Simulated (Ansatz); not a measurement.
MgO:
```yaml
crystal:
  lattice:
    - [0.00000, 2.10711, 2.10711]
    - [2.10711, 0.00000, 2.10711]
    - [2.10711, 2.10711, 0.00000]
  atoms:
    - { symbol: Mg, position: [0.50000, 0.50000, 0.50000] }
    - { symbol: O, position: [0.00000, 0.00000, 0.00000] }
```

Relaxed with PBEsol.

### Question
Give the optical modes at the zone centre with their infrared and Raman activity from DFPT, PBEsol (plane waves, PAW; program Ansatz).

### Answer
Transverse frequencies, without the LO–TO term; a row sums one degenerate level.

| ω (cm⁻¹) | degeneracy | IR ((D/Å)²/amu) | Raman (Å⁴/amu) | activity | symmetry |
|---|---|---|---|---|---|
| 388 | 3 | 28.13 | 0 | IR | T1u |

### Question
How high does the top mode go among those that the LO–TO term moves?

### Answer
692 cm⁻¹ for q along x.

Space group Fm-3m (rock salt). The PBEsol relaxation kept the symmetry of its start; phonons on a q-mesh show no instability. The volume moved by -33 % from the start of the relaxation.

Potentials: the later of the program's two PAW sets.
